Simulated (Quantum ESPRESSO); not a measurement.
Mo4O2S6, finding a planted mistake in a log

A calculation, not a measurement. The program is pw.x of Quantum ESPRESSO 7.5 (plane-wave density functional theory). The cell is made up: 12 atoms on a layered 2H lattice, with randomly drawn elements, strain and displacements, not relaxed. PseudoDojo standard norm-conserving files (v0.5 for PBE, v0.4.1 for LDA and PBEsol) set the functional; there is no spin polarisation, spin-orbit coupling or dispersion term, and the masses in the input are unused placeholders.

Intended input:

```
&control calculation='scf', pseudo_dir='./dojo.nc.sr.pbe.v0_5.standard.upf', outdir='./o', disk_io='medium', tprnfor=.true., tstress=.true. /
&system ibrav=0, nat=12, ntyp=3, nbnd=58, ecutwfc=84.00895049, nosym=.true., tot_charge=0,
 occupations='smearing', smearing='fd', degauss=0.0018374661
/
&electrons conv_thr=7.350e-09, electron_maxstep=60, /
ATOMIC_SPECIES
Mo 1.0 Mo.upf
O 1.0 O.upf
S 1.0 S.upf
CELL_PARAMETERS angstrom
3.1862 -0.0097 -0.0159
-0.0168 5.438 -0.0071
-0.0629 -0.0163 12.8555
ATOMIC_POSITIONS angstrom
Mo -0.0458 1.8121 3.2074
Mo 1.5301 0.8819 9.5886
Mo 1.6066 4.5068 3.17
Mo -0.0892 3.6149 9.6126
O -0.0106 1.7883 8.0508
S -0.0783 1.8186 11.2709
S 1.5545 0.8991 1.5692
S 1.5264 0.9159 4.7812
S 1.5795 4.4819 8.0426
S 1.4983 4.56 11.2879
O -0.0704 3.6478 1.5597
S 0.0039 3.6475 4.7615
K_POINTS automatic
7 4 2 1 1 1
```

The log is shortened where brackets say so; the opening notice, blank lines, dates and the lines on written files are dropped, and the path of the files is cut. It prints rydbergs, bohrs and kilobars, and counts compression as positive stress. Where no state is partly filled, the Fermi energy that it prints is only some level between the filled and the empty states on the mesh, and need not lie in the true gap.

Log of the intended run:

```
     Program PWSCF v.7.5
     Parallel version (MPI & OpenMP), running on       1 processor cores
     Number of MPI processes:                 1
     Threads/MPI process:                     1
     [start-up lines left out]
     bravais-lattice index     =            0
     lattice parameter (alat)  =       6.0211  a.u.
     unit-cell volume          =    1503.0810 (a.u.)^3
     number of atoms/cell      =           12
     number of atomic types    =            3
     number of electrons       =       104.00
     number of Kohn-Sham states=           58
     kinetic-energy cutoff     =      84.0090  Ry
     charge density cutoff     =     336.0358  Ry
     scf convergence threshold =      7.3E-09
     mixing beta               =       0.7000
     number of iterations used =            8  plain     mixing
     Exchange-correlation= PBE
                           (   1   4   3   4   0   0   0)
     [axes and pseudopotential details left out]
   Cartesian axes
     site n.     atom                  positions (alat units)
         1        Mo     tau(   1) = (  -0.0143742   0.5687242   1.0066365  )
         2        Mo     tau(   2) = (   0.4802190   0.2767827   3.0093642  )
         3        Mo     tau(   3) = (   0.5042284   1.4144508   0.9948986  )
         4        Mo     tau(   4) = (  -0.0279953   1.1345296   3.0168965  )
         5        O      tau(   5) = (  -0.0033268   0.5612546   2.5267285  )
         6        S      tau(   6) = (  -0.0245743   0.5707642   3.5373509  )
         7        S      tau(   7) = (   0.4878769   0.2821809   0.4924905  )
         8        S      tau(   8) = (   0.4790578   0.2874535   1.5005707  )
         9        S      tau(   9) = (   0.4957231   1.4066359   2.5241550  )
        10        S      tau(  10) = (   0.4702387   1.4311475   3.5426863  )
        11        O      tau(  11) = (  -0.0220949   1.1448552   0.4895089  )
        12        S      tau(  12) = (   0.0012240   1.1447611   1.4943879  )
     number of k points=    28  Fermi-Dirac smearing, width (Ry)=  0.0018
                       cart. coord. in units 2pi/alat
        k(    1) = (   0.0719651   0.0735443   0.0624082), wk =   0.0714286
        k(    2) = (   0.0713462   0.0733806  -0.0615207), wk =   0.0714286
     [further k points left out]
     Dense  grid:   156369 G-vectors     FFT dimensions: (  36,  60, 144)
     Estimated max dynamical RAM per process >     249.05 MB
     Initial potential from superposition of free atoms
     starting charge     103.9941, renormalised to     104.0000
     Starting wfcs are   72 randomized atomic wfcs
     total cpu time spent up to now is       22.9 secs
     per-process dynamical memory:   150.3 Mb
     Self-consistent Calculation
     iteration #  1     ecut=    84.01 Ry     beta= 0.70
     Davidson diagonalization with overlap
     ethr =  1.00E-02,  avg # of iterations =  2.0
     total cpu time spent up to now is       78.2 secs
     total energy              =    -758.04057933 Ry
     estimated scf accuracy    <       4.27241176 Ry
     iteration #  2     ecut=    84.01 Ry     beta= 0.70
     Davidson diagonalization with overlap
     ethr =  4.11E-03,  avg # of iterations =  7.1
     total cpu time spent up to now is      173.9 secs
     total energy              =    -753.48623820 Ry
     estimated scf accuracy    <      76.56664886 Ry
     [iterations 3 to 19 left out]
     iteration # 20     ecut=    84.01 Ry     beta= 0.70
     Davidson diagonalization with overlap
     ethr =  5.03E-11,  avg # of iterations =  5.5
     total cpu time spent up to now is     1493.3 secs
     total energy              =    -760.80553985 Ry
     estimated scf accuracy    <       0.00000005 Ry
     iteration # 21     ecut=    84.01 Ry     beta= 0.70
     Davidson diagonalization with overlap
     ethr =  4.83E-11,  avg # of iterations =  2.3
     total cpu time spent up to now is     1566.4 secs
     End of self-consistent calculation
     [lines on levels left out]
     the Fermi energy is     9.0639 ev
!    total energy              =    -760.80553985 Ry
     estimated scf accuracy    <          4.3E-09 Ry
     smearing contrib. (-TS)   =      -0.00000000 Ry
     internal energy E=F+TS    =    -760.80553985 Ry
     The total energy is F=E-TS. E is the sum of the following terms:
     one-electron contribution =    -409.85527148 Ry
     hartree contribution      =     244.28648094 Ry
     xc contribution           =    -135.81313694 Ry
     ewald contribution        =    -459.42361237 Ry
     convergence has been achieved in  21 iterations
     Forces acting on atoms (cartesian axes, Ry/au):
     atom    1 type  1   force =     0.00208983    0.04463542   -0.08232885
     atom    2 type  1   force =    -0.00213351    0.06334384   -0.04367261
     atom    3 type  1   force =    -0.02228217   -0.02589460   -0.11212933
     atom    4 type  1   force =     0.03263114   -0.05104990    0.00557366
     atom    5 type  2   force =    -0.00710010   -0.00175634    0.17401222
     atom    6 type  3   force =     0.00316866   -0.01439113   -0.07221553
     atom    7 type  3   force =    -0.00177992    0.00053569    0.04791646
     atom    8 type  3   force =     0.01457288   -0.01792571   -0.01932192
     atom    9 type  3   force =    -0.02969199    0.00810960    0.00613085
     atom   10 type  3   force =     0.00316326   -0.00459754   -0.07091209
     atom   11 type  2   force =     0.00451165   -0.00414466    0.18696840
     atom   12 type  3   force =     0.00285027    0.00313532   -0.02002125
     Total force =     0.335517     Total SCF correction =     0.000274
     Computing stress (Cartesian axis) and pressure
          total   stress  (Ry/bohr**3)                   (kbar)     P=     -119.05
  -0.00068694   0.00003940   0.00012089         -101.05        5.80       17.78
   0.00003940  -0.00056811  -0.00007152            5.80      -83.57      -10.52
   0.00012089  -0.00007152  -0.00117274           17.78      -10.52     -172.52
     init_run     :     19.26s CPU     22.81s WALL (       1 calls)
     electrons    :   1496.16s CPU   1543.50s WALL (       1 calls)
     forces       :     16.11s CPU     16.26s WALL (       1 calls)
     stress       :     55.40s CPU     57.19s WALL (       1 calls)
     [timing details left out]
     PWSCF        :  26m27.19s CPU  27m20.32s WALL
     JOB DONE.
```

A second run was made from an input with one planted mistake. Its log:

```
     Program PWSCF v.7.5
     Parallel version (MPI & OpenMP), running on       4 processor cores
     Number of MPI processes:                 4
     Threads/MPI process:                     1
     [start-up lines left out]
     bravais-lattice index     =            0
     lattice parameter (alat)  =       6.0211  a.u.
     unit-cell volume          =    1503.0810 (a.u.)^3
     number of atoms/cell      =           12
     number of atomic types    =            3
     number of electrons       =       103.00
     number of Kohn-Sham states=           58
     kinetic-energy cutoff     =      84.0090  Ry
     charge density cutoff     =     336.0358  Ry
     scf convergence threshold =      7.3E-09
     mixing beta               =       0.7000
     number of iterations used =            8  plain     mixing
     Exchange-correlation= PBE
                           (   1   4   3   4   0   0   0)
     [axes and pseudopotential details left out]
   Cartesian axes
     site n.     atom                  positions (alat units)
         1        Mo     tau(   1) = (  -0.0143742   0.5687242   1.0066365  )
         2        Mo     tau(   2) = (   0.4802190   0.2767827   3.0093642  )
         3        Mo     tau(   3) = (   0.5042284   1.4144508   0.9948986  )
         4        Mo     tau(   4) = (  -0.0279953   1.1345296   3.0168965  )
         5        O      tau(   5) = (  -0.0033268   0.5612546   2.5267285  )
         6        S      tau(   6) = (  -0.0245743   0.5707642   3.5373509  )
         7        S      tau(   7) = (   0.4878769   0.2821809   0.4924905  )
         8        S      tau(   8) = (   0.4790578   0.2874535   1.5005707  )
         9        S      tau(   9) = (   0.4957231   1.4066359   2.5241550  )
        10        S      tau(  10) = (   0.4702387   1.4311475   3.5426863  )
        11        O      tau(  11) = (  -0.0220949   1.1448552   0.4895089  )
        12        S      tau(  12) = (   0.0012240   1.1447611   1.4943879  )
     number of k points=    28  Fermi-Dirac smearing, width (Ry)=  0.0018
                       cart. coord. in units 2pi/alat
        k(    1) = (   0.0719651   0.0735443   0.0624082), wk =   0.0714286
        k(    2) = (   0.0713462   0.0733806  -0.0615207), wk =   0.0714286
     [further k points left out]
     Dense  grid:   156369 G-vectors     FFT dimensions: (  36,  60, 144)
     Estimated max dynamical RAM per process >     370.13 MB
     Estimated total dynamical RAM >       1.33 GB
     Initial potential from superposition of free atoms
     starting charge     103.9941, renormalised to     103.0000
     Starting wfcs are   72 randomized atomic wfcs
     total cpu time spent up to now is        6.8 secs
     per-process dynamical memory:   272.8 Mb
     Self-consistent Calculation
     iteration #  1     ecut=    84.01 Ry     beta= 0.70
     Davidson diagonalization with overlap
     ethr =  1.00E-02,  avg # of iterations =  2.0
     total cpu time spent up to now is       18.4 secs
     total energy              =    -759.46469654 Ry
     estimated scf accuracy    <       3.10902469 Ry
     iteration #  2     ecut=    84.01 Ry     beta= 0.70
     Davidson diagonalization with overlap
     ethr =  3.02E-03,  avg # of iterations =  7.1
     total cpu time spent up to now is       40.1 secs
     total energy              =    -755.96142530 Ry
     estimated scf accuracy    <      59.90370159 Ry
     [iterations 3 to 23 left out]
     iteration # 24     ecut=    84.01 Ry     beta= 0.70
     Davidson diagonalization with overlap
     ethr =  2.28E-11,  avg # of iterations =  2.5
     total cpu time spent up to now is      326.8 secs
     total energy              =    -761.41155742 Ry
     estimated scf accuracy    <       0.00000001 Ry
     iteration # 25     ecut=    84.01 Ry     beta= 0.70
     Davidson diagonalization with overlap
     ethr =  1.01E-11,  avg # of iterations =  2.0
     total cpu time spent up to now is      337.0 secs
     End of self-consistent calculation
     [lines on levels left out]
     the Fermi energy is     8.0426 ev
!    total energy              =    -761.41155742 Ry
     estimated scf accuracy    <          2.7E-09 Ry
     smearing contrib. (-TS)   =      -0.00096055 Ry
     internal energy E=F+TS    =    -761.41059687 Ry
     The total energy is F=E-TS. E is the sum of the following terms:
     one-electron contribution =    -410.28317973 Ry
     hartree contribution      =     243.16599452 Ry
     xc contribution           =    -134.86979929 Ry
     ewald contribution        =    -459.42361237 Ry
     convergence has been achieved in  25 iterations
     Forces acting on atoms (cartesian axes, Ry/au):
     atom    1 type  1   force =    -0.00077037    0.04377036   -0.08198236
     atom    2 type  1   force =    -0.00112732    0.05895545   -0.05129773
     atom    3 type  1   force =    -0.01808463   -0.02613685   -0.11529776
     atom    4 type  1   force =     0.02868523   -0.04719368   -0.00061685
     atom    5 type  2   force =    -0.00615923   -0.00137841    0.18137539
     atom    6 type  3   force =     0.00170652   -0.01394627   -0.07068931
     atom    7 type  3   force =    -0.00047317    0.00063369    0.04918191
     atom    8 type  3   force =     0.01534529   -0.01811784   -0.02111760
     atom    9 type  3   force =    -0.02638144    0.00673588    0.00942783
     atom   10 type  3   force =     0.00330988   -0.00351524   -0.06965095
     atom   11 type  2   force =     0.00288093   -0.00392243    0.19219002
     atom   12 type  3   force =     0.00106832    0.00411535   -0.02152259
     Total force =     0.341771     Total SCF correction =     0.000304
     Computing stress (Cartesian axis) and pressure
          total   stress  (Ry/bohr**3)                   (kbar)     P=     -221.11
  -0.00133331   0.00003908   0.00010674         -196.14        5.75       15.70
   0.00003908  -0.00120439  -0.00006594            5.75     -177.17       -9.70
   0.00010674  -0.00006594  -0.00197160           15.70       -9.70     -290.03
     init_run     :      6.48s CPU      6.71s WALL (       1 calls)
     electrons    :    325.80s CPU    330.29s WALL (       1 calls)
     forces       :      2.49s CPU      2.55s WALL (       1 calls)
     stress       :      8.23s CPU      8.39s WALL (       1 calls)
     [timing details left out]
     PWSCF        :   5m43.13s CPU   5m48.18s WALL
     JOB DONE.
```

Question: what was wrong in the second input?

Answer: the cell has the wrong charge. The input lines that differ, file-writing options aside:

```
- &system ibrav=0, nat=12, ntyp=3, nbnd=58, ecutwfc=84.00895049, nosym=.true., tot_charge=0,
+ &system ibrav=0, nat=12, ntyp=3, nbnd=58, ecutwfc=84.00895049, nosym=.true., tot_charge=1,
```

|  | intended run | run with the mistake |
| --- | --- | --- |
| free energy (eV) | -10351.287 | -10359.532 |
| smearing term -TS (eV) | 0.0000 | -0.0131 |
| pressure (GPa) | -11.90 | -22.11 |
| largest force component (eV/Å) | 4.807 | 4.941 |
| largest change of a force component (eV/Å) |  | 0.196 |
| iterations | 21 | 25 |

For scale, a rerun of the intended cell at 1437 eV and a 9 x 6 x 4 mesh moved values by no more than 0.003 eV in energy, 0.02 GPa in stress and 0.002 eV/Å in force. The charged cell sits in a uniform background, so its energy and stress rest on the program's zero of potential.